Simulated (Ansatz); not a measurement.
**What moves the field gradients of Ba₃TaGa₃Si₂O₁₄?**

Cell of run 1: an entry of the Crystallography Open Database (COD), taken as it stands.

Space group P321 (No. 150); a = 8.5150, c = 5.1920 Å, γ = 120.00°.

```
site  Wyckoff  site symmetry       x       y       z
  Ba       3e            .2.  0.4321  0.0000  0.0000
  Ta       1a            32.  0.0000  0.0000  0.0000
  Ga       3f            .2.  0.7452  0.0000  0.5000
  Si       2d            3..  0.3333  0.6667  0.4817
 O10       2d            3..  0.3333  0.6667  0.7900
 O12       6g              1  0.4749  0.2992  0.6440
 O18       6g              1  0.2170  0.1068  0.2247
```

One atom of each set is listed.

Relaxed positions (PBE, cell held):

Ba (0.4320, 0.0000, 0.0000)
Ta (0.0000, 0.0000, 0.0000)
Ga (0.7456, 0.0000, 0.5000)
Si (0.3333, 0.6667, 0.4779)
O10 (0.3333, 0.6667, 0.7867)
O12 (0.4736, 0.2980, 0.6516)
O18 (0.2186, 0.1037, 0.2261)

All runs are DFT with Ansatz 0.2.0 (plane waves and PAW, scalar-relativistic unless spin–orbit coupling is named, Γ-centred meshes, Fermi–Dirac smearing where given) in this cell.

Run 1: PBE, atoms as given; 420 eV, 4×4×5 k-points, smearing 0.02 eV.
Run 2: PBE, atoms relaxed; 420 eV, 4×4×5 k-points, smearing 0.02 eV.
Run 3: r2SCAN, at the relaxed atoms; 500 eV, 4×4×5 k-points, smearing 0.02 eV.
Run 4: PBE with spin–orbit coupling, at the relaxed atoms; 420 eV, 4×4×5 k-points, smearing 0.02 eV.

Q: What does each run give, and what moves the gradients most?

A: 

```json
{"run": "1", "Ba V_zz (η)": "-7.45 (0.81)", "Ta V_zz (η)": "-12.03 (0.00)", "Ga V_zz (η)": "-6.80 (0.02)", "Si V_zz (η)": "-2.10 (0.00)", "O12 V_zz (η)": "7.21 (0.31)"}
{"run": "2", "Ba V_zz (η)": "6.57 (0.97)", "Ta V_zz (η)": "-11.05 (0.00)", "Ga V_zz (η)": "-6.61 (0.05)", "Si V_zz (η)": "-2.41 (0.00)", "O12 V_zz (η)": "7.32 (0.37)"}
{"run": "3", "Ba V_zz (η)": "7.04 (0.94)", "Ta V_zz (η)": "-10.50 (0.00)", "Ga V_zz (η)": "-6.76 (0.05)", "Si V_zz (η)": "-2.49 (0.00)", "O12 V_zz (η)": "7.19 (0.37)"}
{"run": "4", "Ba V_zz (η)": "6.60 (0.97)", "Ta V_zz (η)": "-11.22 (0.00)", "Ga V_zz (η)": "-6.59 (0.05)", "Si V_zz (η)": "-2.41 (0.00)", "O12 V_zz (η)": "7.32 (0.37)"}
```

V_zz in 10²¹ V/m²; 5 of the 7 sets of like atoms are followed. Against run 1, the gradient tensors on these sites move by at most 1.29 in run 2 (Ba), 1.53 in run 3 (Ta), 1.27 in run 4 (Ba). Taken one at a time, the positions of the atoms (as given or relaxed) move the tensors on these sites by up to 1.29 (largest principal value of the change, on Ba), the functional (r2SCAN with its higher cutoff) by 0.56 (Ta), spin–orbit coupling by 0.16 (Ta). On some sites the largest principal value moves to another axis from run to run, and the sign of V_zz can flip with it. On Ba η is near 1, so the change of sign is little more than a relabelling of axes.

With these PAW files V_zz is typically within 2 to 3 % of all-electron values, but misses above 10 % occur on Ta. In runs 1, 3 the atoms aren't at the calculated equilibrium (largest force 0.39, 0.52 eV/Å). The cell isn't the equilibrium one in run 1 (calculated pressure 5 GPa), and the entry's cell may itself be off.
